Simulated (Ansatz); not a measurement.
BeSe (zinc blende, space group No. 216), plane-wave PAW LDA (Ansatz code), all energies at zero smearing, with the estimated change up to a 700 eV cutoff added, with one set of potentials and settings (totals compare only within such a set). Cell of 2 atoms (1 Se, 1 Be): -5473.138 eV.

```json
[
 {"element": "Se", "reference phase": "P3_121, 3 atoms in the cell", "E (eV/atom)": "-5383.2604"},
 {"element": "Be", "reference phase": "P6_3/mmc, 2 atoms in the cell", "E (eV/atom)": "-88.2330"}
]
```

Formation energy per atom, worked out: (-5473.138 − 1×(-5383.2604) − 1×(-88.2330))/2 = -0.822 eV/atom (-79 kJ per mol of atoms), at 0 K, without zero-point energy or fitted corrections.

Space group F-43m (zinc blende). The LDA relaxation kept the symmetry of its start; phonons on a q-mesh show no instability. The references are the lowest solids computed at this level, not always the standard phases.

Potentials: the later of the program's two PAW sets.
